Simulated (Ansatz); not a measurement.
Single point in Ansatz 0.2.0 with r2SCAN, no spin polarisation. Cutoff 500 eV, PAW datasets, 5×5×6 Γ-centred k mesh, fermi-dirac filling (width 0.1 eV).

Computed maps in the lattice plane spanned by a (left to right, 7.40 Å, 22 points from zero) and b (bottom to top, 7.40 Å, 22 points from zero), 120° apart, at height 0.750 along c. The fields are smooth PAW ones with compensation charges, not the true ones near nuclei.

Valence density. Digits on a logarithmic scale: 0 up to 0.03 e/Å³, each further digit a factor of 1.6, 9 from 1.3 e/Å³ up:
```
5555554432222344555555
5544433333333333444555
6543223455554322345666
6542234677764322456888
7532357888875323579999
6433478878874334699999
6434688338864346899998
4335787378753346999996
3235788887532356899865
2235788875322356777653
2235677653222345555432
2234454432222333433322
3333333333333222222333
4432223445543211123455
6432234666653211235666
6543456898754212457898
7544579999753223579999
6545699999753235799999
6556899998643346899998
5556899996532356999986
5556899865322356899865
5556676643222346676655
```

Q: The cell is CsNiSb3. Which atoms lie within 0.2 Å of this plane, and where (fractions of a and b)?

A: Cs at (0.33, 0.67), Sb at (0.85, 0.15), Sb at (0.85, 0.69), Sb at (0.31, 0.15). The whole cell:
```
CELL_PARAMETERS angstrom
7.39642 0.00000 0.00000
-3.69821 6.40549 0.00000
0.00000 0.00000 6.13085
ATOMIC_POSITIONS crystal
Cs 0.33330 0.66670 0.75000
Cs 0.66660 0.33330 0.25000
Ni 0.00000 0.00000 0.00000
Ni 0.00000 0.00000 0.50000
Sb 0.15346 0.30692 0.25000
Sb 0.84654 0.15346 0.75000
Sb 0.69308 0.84654 0.25000
Sb 0.84654 0.69308 0.75000
Sb 0.15346 0.84654 0.25000
Sb 0.30692 0.15346 0.75000
```

Origin: a known structure type with other elements, at an estimated volume, so it need not be a known compound. Caveats: no spin polarisation, so a magnetic state may lie lower.
